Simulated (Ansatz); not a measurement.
Input:

In$_{2}$Si$_{2}$O$_{7}$:
```yaml
crystal:
  lattice:
    - [3.31593, 4.32465, 0.00000]
    - [-3.31593, 4.32465, 0.00000]
    - [-1.03560, 0.00000, 4.61023]
  atoms:
    - { symbol: In, position: [0.69241, 0.69241, 0.00000] }
    - { symbol: In, position: [0.30759, 0.30759, 0.00000] }
    - { symbol: Si, position: [0.22172, 0.77828, 0.40977] }
    - { symbol: Si, position: [0.77828, 0.22172, 0.59023] }
    - { symbol: O, position: [0.60750, 0.07892, 0.78137] }
    - { symbol: O, position: [0.39250, 0.92108, 0.21863] }
    - { symbol: O, position: [0.07892, 0.60750, 0.21863] }
    - { symbol: O, position: [0.92108, 0.39250, 0.78137] }
    - { symbol: O, position: [0.00000, 0.00000, 0.50000] }
    - { symbol: O, position: [0.60786, 0.39214, 0.28251] }
    - { symbol: O, position: [0.39214, 0.60786, 0.71749] }
```

This is the PBEsol-relaxed structure. Cartesian axes are those of the cell as given.

### Question
All from plane-wave PAW PBEsol (Ansatz code), unless another level is named. Give the static dielectric constant ε0 (ions relaxed, cell fixed).

### Answer
11.0 (xx), 8.85 (yy), 8.65 (zz).

### Question
Give the Born charges (a third of the trace).

### Answer
In +3.35, Si +3.50, O -2.00 to -1.93 e.

Space group C2/m. The workflow started from a Materials Project entry (that database holds measured and hypothetical structures alike); the Crystallography Open Database files this formula in space group No. 12, but the cells were not matched. Whether it is the stable phase at ambient conditions was not checked. The PBEsol relaxation kept the symmetry of its start; its stability against distortions is not shown here. Scalar-relativistic: spin–orbit coupling is off unless named, which matters more the heavier the elements.

Potentials: the later of the program's two PAW sets.
